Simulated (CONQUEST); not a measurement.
Worked example: self-consistent single point of MgZn₃S₄ (P-43m, 8 atoms in the cell; from Materials Project mp-1120718, lattice scaled a little) in CONQUEST.

All values come from this method and carry its errors: LDA (PW92), numerical atomic orbitals double-zeta with polarisation (the shipped basis), PseudoDojo norm-conserving potentials made for LDA (CONQUEST 1.3).

```
MgZn3S4
1.0
    5.33807     0.00000     0.00000
    0.00000     5.33807     0.00000
    0.00000     0.00000     5.33807
Mg Zn S
1 3 4
Direct
  0.50000   0.50000   0.50000
  0.00000   0.00000   0.50000
  0.50000   0.00000   0.00000
  0.00000   0.50000   0.00000
  0.75633   0.75633   0.24367
  0.75633   0.24367   0.75633
  0.24367   0.24367   0.24367
  0.24367   0.75633   0.75633
```

Reference input (self-consistent single point, DFT, LDA (PW92), numerical atomic orbitals double-zeta with polarisation (the shipped basis), PseudoDojo norm-conserving potentials made for LDA): basis = DZP; Diag.MPMeshX, Y, Z = 3 3 3; potentials = PseudoDojo norm-conserving LDA; Grid.GridCutoff = 175 Ha; DM.SolutionMethod = diagon; Diag.kT = 0.0001 Ha; Diag.GammaCentred = true; minE.SCTolerance = 1.0e-07; SC.MaxIters = 100; SC.LinearMixingFactor = 0.3; AtomMove.TypeOfRun = static. This run's input differs from it in these lines:

```diff
@@ -19,5 +19,5 @@
 Diag.MPMesh                    T
-Diag.MPMeshX                   3
-Diag.MPMeshY                   3
-Diag.MPMeshZ                   3
+Diag.MPMeshX                   1
+Diag.MPMeshY                   1
+Diag.MPMeshZ                   1
 Diag.GammaCentred              T
```

The program printed (abridged):

```
    new_SC_potl: Starting.  Tolerance:  0.10000E-06

    PulayMixSC: Starting Pulay mixing, A_up =  0.300 A_dn =  0.300
    PulayMixSC: Spin non-polarised calculation.
          Harris-Foulkes Energy            :      -730.380414666737465 Ha
          (TS=0 as O(N) or entropic contribution is negligible)
          DFT Total Energy                 :      -730.100427423681822 Ha
          Total number of electrons        :        93.999999999994898
    PulayMixSC: Pulay iteration     1 residual:              0.21665E-02
          Harris-Foulkes Energy            :      -730.272004013379501 Ha
   [... lines left out ...]
          (TS=0 as O(N) or entropic contribution is negligible)
          DFT Total Energy                 :      -730.257186168078988 Ha
          Total number of electrons        :        94.000042917888578
    PulayMixSC: Pulay iteration     9 residual:              0.21711E-06
          Harris-Foulkes Energy            :      -730.257186168330691 Ha
          (TS=0 as O(N) or entropic contribution is negligible)
          DFT Total Energy                 :      -730.257186168215526 Ha
          Total number of electrons        :        94.000042916814891
    PulayMixSC: Pulay iteration    10 residual:              0.88731E-07
    PulayMixSC: Reached SCF tolerance of  0.88731E-07 after     10 iterations
      | Number of electrons      =        94.000043
      |* band energy as 2Tr[K.H] =      -127.181305075735480 Ha
      |  screened ion-ion energy =      -618.193833323623153 Ha
      |  Ha correction           =         4.264457349146499 Ha
      |  XC correction           =        10.853501365500263 Ha
      |* Harris-Foulkes energy   =      -730.257186168330691 Ha
      |* DFT total energy        =      -730.257186168215526 Ha
      |  estimated accuracy      =        -0.000000000115165 Ha

    force: Forces on atoms (Ha/a0)
    force:  Atom   X              Y              Z
    force:     1  -0.0000000000  -0.0000000000  -0.0000000000
    force:     2   0.0000000000   0.0000000000  -0.0000000000
   [... lines left out ...]
    force: Maximum force :        0.00191281(Ha/a0) on atom         7 in z direction
   [... lines left out ...]
    force: Force Residual:        0.00234270 Ha/a0
    force: Total stress:         -9.80247887     0.00000000     0.00000000 GPa
                             0.00000000    -9.80247887     0.00000000
                             0.00000000     0.00000000    -9.80247887
    force: Average pressure:      9.80247887 GPa

    force: Finished force
    get_E_and_F: Change in energy during last step of electronic optimisation:  0.37960E-09
```

The run converged in 10 iterations. CONQUEST prints the stress tensor with tension positive. Against the reference run the free energy goes up by 657 meV/atom, the pressure goes from 4.16 to 9.80 GPa and the largest force goes from 0.136 to 0.170 eV/Å.

The program uses no crystal symmetry, so grid and mesh can part values that symmetry would make equal. The atom-centred basis is finite, which shifts total energies, pressures and forces against plane waves. This run is one point of a test of settings, so its values need not be converged; read them against the reference run alone. The structure comes from a collection of computed structures, made at another level of theory; the collection holds predicted forms beside known ones. Its lattice was then scaled. With one or two k-points the zone of this small cell is coarsely sampled: energies, forces and stress carry that error and can break the symmetry, so a converged loop does not mean converged values.

Cost on one core: roughly 40 core-seconds.
